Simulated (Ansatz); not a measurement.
## Fields on a plane of CoSi (FeSi type, space group P2_13)

```
CoSi
1.0
    4.38574     0.00000     0.00000
    0.00000     4.38574     0.00000
    0.00000     0.00000     4.38574
Co Si
4 4
Direct
  0.14563   0.14563   0.14563
  0.64563   0.35437   0.85437
  0.85437   0.64563   0.35437
  0.35437   0.85437   0.64563
  0.84329   0.84329   0.84329
  0.34329   0.65671   0.15671
  0.15671   0.34329   0.65671
  0.65671   0.15671   0.34329
```

The slice is a {110} plane (indices of the conventional cell) through the point (0.157, 0.343, 0.657) (fractional), spanned by u = [100] and v = [011] in vectors of this cell: u (4.39 Å) and v (6.20 Å, at 90° to u). It covers one period; positions are fractions (u, v).

Atoms on it: Si at (0.00, 0.00). Other atoms lie within 1 Å of the plane.

Calculation: PBEsol (plane waves to 420 eV, PAW, scalar-relativistic; Ansatz, a quantum-chemistry and plane-wave program). k mesh 11×11×11. Near the nuclei the fields are pseudised (PAW); where an atom keeps semicore shells as valence, they peak there. At this level the bands of CoSi touch or barely overlap. CoSi is run without spin polarisation. CoSi was relaxed with its symmetry unable to fall.

```
|xxxxxx++%%##++--::::::::::==++##%%++xxxx|
|xxxx==####**++++****##****++++**##++--xx|
|####%%%%##****##%%@@@@@@%%**++++++******|
|@@@@@@%%****##%%@@@@%%%%##**++====**##@@|
|%%%%##******%%%%##++======++++====++**%%|
|++++++++++##%%%%++::xx..::==**++==--==++|
|::::--==++##@@%%==xxxxxx::++##**==--::::|
|    ..--++##@@%%++::xx::++%%%%##==::    |
|    ..::==**%%%%**====**%%@@@@##==..    |
|    ..::==**##%%##**##%%@@@@%%**--..    |
|  ..::==++**********##%%%%##**++--..    |
|..--++**##****++==++++****++==----::....|
|==**%%@@%%##**==------======--------::::|
|**%%@@@@%%##++==--------==============++|
|%%@@@@##**++======----==++******++++++**|
|%%%%##**======++++====++##%%%%####****##|
|####**++++++**##**++**##%%@@@@@@##******|
|**********##%%%%##****##@@@@@@%%##++==++|
|==**##%%%%@@@@%%******%%@@@@@@%%**==----|
|--==**%%@@@@%%**++====**%%@@%%##++::....|
|::==++######**==::..::--**####**==::....|
|::==++****++--..    ....::==++++--::..::|
|==++******==..    ..::....::--======----|
|++##%%%%**==..  ..--==::....::++****++++|
|--++%%@@%%++..  ::==++--..  ::++%%%%**--|
|xxxx++@@@@**::..::--==::..  --##@@%%==xx|
|xxxxxx##@@##--....::::..  ..==%%@@##xxxx|
|xxxxxx**@@%%==::......    ::++%%@@**xxxx|
```
Scale: ten equal steps from 0.13 (start of ' ') to 0.68 (end of '@'), in the order ' .:-=+*#%@'. Values: electron localisation function (ELF). The map has 20 points along u (two characters each, u = 0 at the left) and 28 along v (v = 0 in the bottom row). Points within 0.5 Å of a nucleus are blanked (x), as the pseudised field means little there.

```
|xxxxx=##*=-=*%%=xxxx|
|xxxxx+%%*==+*%%+xxxx|
|xxxx-##+:xxx:+#*-xxx|
|xxx=*#+ xxxxx +#*-xx|
|==*%%*:xxxxxxx:*%%*=|
|%%@@%*xxxxxxxxx*@@@%|
|%%@@%+xxxxxxxxx+@@@%|
|**%@%*xxxxxxxxx*@@%*|
|x=#%@#:xxxxxxx:#@%*-|
|x-*%@%+ xxxxx.*%@%+x|
|:-*#%%#+:xxx:+%@@%*-|
|+==++*##*+++*#%@@@#*|
|+-. x.-*#%%%%%%@@@%#|
|= xxxxx:*%@%%##%%@@#|
|:xxxxxxx=%%%*++*#@@#|
| xxxxxxx-#%#+--=*%%*|
| xxxxxxx-##+-. :=##+|
|.xxxxxxx=##+:xx -*#*|
|=xxxxxx:*%#+:xx.-*%#|
|*= xxx:+##*+-::-+#%%|
|%#+==+***+=====+#%@@|
|###%%%#+xxxx.=*%%@%%|
|-=+#%%*xxxxxx:#%%#+=|
|xxx=##=xxxxxxx*%#-xx|
|xxxx-*:xxxxxxx+*-xxx|
|xxxxx=:xxxxxxx++xxxx|
|xxxxx-=xxxxxx:*-xxxx|
|xxxxx-*+xxxxx*#-xxxx|
```
Scale: ten equal steps from 4.36 (start of ' ') to 12.17 (end of '@'), in the order ' .:-=+*#%@'. Values: electrostatic potential energy of an electron, from the cell's mean, in eV. The map has 20 points along u (one character each, u = 0 at the left) and 28 along v (v = 0 in the bottom row). Points within 1 Å of a nucleus are blanked (x), as the pseudised field means little there. The zero, the cell's mean, hangs on the PAW cores.
